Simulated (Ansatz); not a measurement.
## Structure relaxation, SnO$_{2}$

The start is a relaxed SnO2 cell, doubled along one cell vector, shaken by Gaussian noise of σ = 0.08 Å a coordinate. A full variable-cell relaxation at zero pressure is run with r2SCAN (plane waves to 500 eV, PAW, scalar-relativistic; Ansatz, a program for electronic structure). The first steps use a coarse 7×4×4 k-mesh.

Input geometry:
```
CELL_PARAMETERS angstrom
      3.54826     0.00000     0.00000
      0.00000     7.09653     0.00000
      0.00000     0.00000     5.43134
ATOMIC_POSITIONS crystal
  Sn 0.00679 0.98920 0.01313
  Sn 0.99611 0.49318 0.00440
  Sn 0.50470 0.24816 0.50744
  Sn 0.46985 0.75363 0.50663
  O  0.99953 0.24564 0.17338
  O  0.01122 0.74001 0.16918
  O  0.99805 0.23521 0.68374
  O  0.95565 0.74294 0.67733
  O  0.48696 0.99210 0.31814
  O  0.51900 0.50520 0.33033
  O  0.50174 0.99951 0.83114
  O  0.48434 0.50134 0.81539
```

Task: What is the largest force in the starting geometry, and on which atom (counted from 1)?

Result: 2.06 eV/Å, on O8 (atoms numbered as listed).

Task: How much energy is released per atom?

Result: 0.055 eV/atom.

Task: Does it find its way back to the structure it was made from?

Result: It does not go back: it reaches C2/c (No. 15), 0.025 eV/atom below the parent.

Task: How do the shortest distances between atoms change?

Result: The closest pairs of elements (up to four, under 3.6 Å), start → end: O–Sn 1.96 → 2.03 Å; O–O 2.51 → 2.53 Å; Sn–Sn 3.51 → 3.37 Å.

Task: Is the relaxed structure metallic? Give its gap.

Result: 1.86 eV, indirect (valence top at Y2, conduction bottom at Γ) (no spin-orbit coupling).

Task: What does it relax into? Give the structure.

Result: 
Space group C2/c (No. 15); a = 5.2687 Å, b = 5.0722 Å, c = 5.6387 Å, α = 90.00°, β = 105.17°, γ = 90.00°

```
atom  site  symmetry       x       y       z
----  ----  --------  ------  ------  ------
Sn      4e         2  0.0000  0.1818  0.7500
O       8f         1  0.2448  0.0234  0.0935
```
(The calculation used a cell of 6 atoms; values per cell refer to that cell.)

Final values are on a 9×9×6 k-mesh of the relaxed cell. No spin polarisation in the result.

The relaxed structure here is a generated cell of SnO2: the first start was made by placing the elements on the sites of a structure type, and the end was not matched to a known phase here, so it may be hypothetical. Known forms of SnO2 include space group No. 136.
